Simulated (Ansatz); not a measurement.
# 73Ge nuclear quadrupole resonance in GePt under strain

Cell: a structure deposited in the COD, relaxed with PBE at fixed cell and then changed (z stretched by 3 %, ions relaxed).

```
Ge Pt
1.0
     5.73200    0.00000    0.00000
     0.00000    3.70100    0.00000
     0.00000    0.00000    6.27064
Ge Pt
4 4
Cartesian
  4.6638 2.7757 3.6734
  1.0682 0.9252 2.5972
  3.9342 0.9252 0.5381
  1.7978 2.7757 5.7325
  5.7364 2.7757 1.2072
  -0.0044 0.9252 5.0635
  2.8616 0.9252 4.3425
  2.8704 2.7757 1.9281
```

Sites (sets of like atoms) are named by element and the number of their first atom in this list.

Method: Kohn–Sham DFT in Ansatz, PBE, plane waves and PAW, scalar-relativistic, 420 eV cutoff, Γ-centred 8×13×8 k-points, Fermi–Dirac smearing 0.05 eV.

73Ge: I = 9/2, Q = -196.0 mb (year-2017 value). Static lattice, zero field.

Question: Predict the zero-field 73Ge lines of each site.

Answer: For I = 9/2 and η = 0 the lines are |C_Q|/24 times 1, 2, 3 and 4; η shifts the lowest up most. At large η the states mix, and weaker lines appear at sums of the main ones; lines under 5 % of the strongest are left out.

| site | atoms | V_zz (10²¹ V/m²) | C_Q (MHz) | η | line frequencies (MHz) |
| --- | --- | --- | --- | --- | --- |
| Ge | 1, 2, 3, 4 | -7.04 | 33.4 | 1.00 | 3.46, 3.47, 5.07, 5.09, 6.92 |

The run finds no gap above 0.1 eV (a metal, or nearly one), so the gradients can move by 10 % or more with the k-mesh. Without spin–orbit coupling the gradients at and beside Pt can be off by some per cent, at some sites by more.
